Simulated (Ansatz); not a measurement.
Consider the following.

AlCo₃B:
```xyz
5
Lattice="3.7640 0.0000 0.0000 0.0000 3.7640 0.0000 0.0000 0.0000 3.7640" Properties=species:S:1:pos:R:3 pbc="T T T"
Al     0.0000     0.0000     0.0000
Co     0.0000     1.8820     1.8820
Co     1.8820     0.0000     1.8820
Co     1.8820     1.8820     0.0000
B      1.8820     1.8820     1.8820
```
The run is spin-polarised; directions of the spins, atom by atom: 0 ↑ ↑ ↑ 0.

This is the PBE-relaxed structure.

### Question
All from plane-wave PAW PBE (Ansatz code), unless another level is named. Estimate the electronic character.

### Answer
metallic (no gap).

### Question
And the formation energy from the elements (no fitted shifts)?

### Answer
-26 kJ/mol of atoms.

### Question
And the density of states at the Fermi level?

### Answer
0.39 states/eV per atom (mean over ±0.08 eV).

Space group Pm-3m (anti-perovskite). The start of the workflow was typed in or built on a structure type; neither database checked (COD, Materials Project) lists it. Its standing as an ambient phase is unchecked. Symmetry was held in the PBE relaxation; whether a distortion lowers the energy is not shown. Spin order of the final state: ferromagnetic, the only order run, not a proven ground state. The references are the lowest solids computed at this level, not always the standard phases.

Potentials: the earlier of the program's two PAW sets.
